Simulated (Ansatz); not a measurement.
BeSe (zinc blende, F-43m), a = b = c = 5.0814 Å, α = β = γ = 90.00°; the cell used has 2 atoms.

Relaxed with LDA.

Q: Give the optical modes at the zone centre with their infrared and Raman activity from DFPT, DFT-LDA in the program Ansatz with PAW potentials.

A: Transverse frequencies, without the LO–TO term; a row sums one degenerate level.

```csv
ω (cm⁻¹),degeneracy,IR ((D/Å)²/amu),Raman (Å⁴/amu),activity,symmetry
522,3,18.85,120,IR+Raman,T2
```

Q: How high does the top mode go among those that the LO–TO term moves?

A: 582 cm⁻¹ for q along x.

The LDA relaxation kept the symmetry of its start.

Potentials: the earlier of the program's two PAW sets. The files were generated under PBE; for other functionals the program regenerates the frozen cores, and for LDA and PBEsol the local potential too.
